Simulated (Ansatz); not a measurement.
BaS:
```
BaS
1.0
    0.00000     3.21243     3.21243
    3.21243     0.00000     3.21243
    3.21243     3.21243     0.00000
Ba S
1 1
Cartesian
  0.00000   0.00000   0.00000
  3.21243   3.21243   3.21243
```

Relaxed with r²SCAN.

**Question.** Give the Bader charges and basin volumes of the independent atoms, the program Ansatz at the r²SCAN level (PAW).

**Answer.** 

```tsv
atom	Bader charge (e)	Bader volume (Å³)
Ba1	+1.47	28.0
S2	-1.47	38.3
```

Space group Fm-3m (rock salt). Symmetry was held in the r²SCAN relaxation. Scalar-relativistic: spin–orbit coupling is off unless named, which matters more the heavier the elements.

Potentials: the later of the program's two PAW sets.
